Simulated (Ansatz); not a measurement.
Level of theory: DFT PBE, scalar-relativistic, plane waves, PAW (Ansatz). All cells share a 420 eV cutoff and Γ-centred k meshes spaced at most about 0.3 Å⁻¹ (about 0.25 or finer for metals, 2π included). No spin polarisation in the final relaxations.

Temperature and zero-point effects are left out. All come from trial cells, and lower structures may exist.

Problem. These unrelaxed guesses for Zr2Pd2Se are each relaxed within their symmetry. Order them by the energy at which they end, lowest first.
A.

```cif
data_structure
_symmetry_space_group_name_H-M 'P4/nmm:1'
_symmetry_Int_Tables_number 129
_cell_length_a 4.2850
_cell_length_b 4.2850
_cell_length_c 9.7001
_cell_angle_alpha 90.000
_cell_angle_beta 90.000
_cell_angle_gamma 90.000
_cell_volume 178.10
loop_
_atom_site_label
_atom_site_type_symbol
_atom_site_symmetry_multiplicity
_atom_site_Wyckoff_symbol
_atom_site_fract_x
_atom_site_fract_y
_atom_site_fract_z
_atom_site_occupancy
Zr1 Zr 2 b 0.00000 0.00000 0.50000 1
Zr2 Zr 2 c 0.00000 0.50000 0.87733 1
Pd1 Pd 2 a 0.00000 0.00000 0.00000 1
Pd2 Pd 2 c 0.00000 0.50000 0.62241 1
Se1 Se 2 c 0.00000 0.50000 0.24428 1
```

B.

```cif
data_structure
_symmetry_space_group_name_H-M 'P6/mmm'
_symmetry_Int_Tables_number 191
_cell_length_a 4.9224
_cell_length_b 4.9224
_cell_length_c 4.2468
_cell_angle_alpha 90.000
_cell_angle_beta 90.000
_cell_angle_gamma 120.000
_cell_volume 89.11
loop_
_atom_site_label
_atom_site_type_symbol
_atom_site_symmetry_multiplicity
_atom_site_Wyckoff_symbol
_atom_site_fract_x
_atom_site_fract_y
_atom_site_fract_z
_atom_site_occupancy
Zr1 Zr 2 d 0.33333 0.66667 0.50000 1
Pd1 Pd 2 c 0.33333 0.66667 0.00000 1
Se1 Se 1 b 0.00000 0.00000 0.50000 1
```

C.

```cif
data_structure
_symmetry_space_group_name_H-M 'Pmmm'
_symmetry_Int_Tables_number 47
_cell_length_a 3.4278
_cell_length_b 3.9842
_cell_length_c 7.8102
_cell_angle_alpha 90.000
_cell_angle_beta 90.000
_cell_angle_gamma 90.000
_cell_volume 106.66
loop_
_atom_site_label
_atom_site_type_symbol
_atom_site_symmetry_multiplicity
_atom_site_Wyckoff_symbol
_atom_site_fract_x
_atom_site_fract_y
_atom_site_fract_z
_atom_site_occupancy
Zr1 Zr 1 e 0.00000 0.50000 0.00000 1
Zr2 Zr 1 a 0.00000 0.00000 0.00000 1
Pd1 Pd 2 q 0.00000 0.00000 0.25691 1
Se1 Se 1 d 0.50000 0.00000 0.50000 1
```

D.

```cif
data_structure
_symmetry_space_group_name_H-M 'P6/mmm'
_symmetry_Int_Tables_number 191
_cell_length_a 3.9493
_cell_length_b 3.9493
_cell_length_c 7.5441
_cell_angle_alpha 90.000
_cell_angle_beta 90.000
_cell_angle_gamma 120.000
_cell_volume 101.90
loop_
_atom_site_label
_atom_site_type_symbol
_atom_site_symmetry_multiplicity
_atom_site_Wyckoff_symbol
_atom_site_fract_x
_atom_site_fract_y
_atom_site_fract_z
_atom_site_occupancy
Zr1 Zr 2 e 0.00000 0.00000 0.34355 1
Pd1 Pd 2 d 0.33333 0.66667 0.50000 1
Se1 Se 1 a 0.00000 0.00000 0.00000 1
```

Solution. D (ends in P6/mmm, 0 meV/atom), A (ends in P4/nmm, 30 meV/atom), B (ends in P6/mmm, 0.43 eV/atom), C (ends in Pmmm, 0.99 eV/atom).

Cells relaxed within their symmetry can be saddle points. Some types were kept out of the candidates beforehand, so the set may lack a known form.
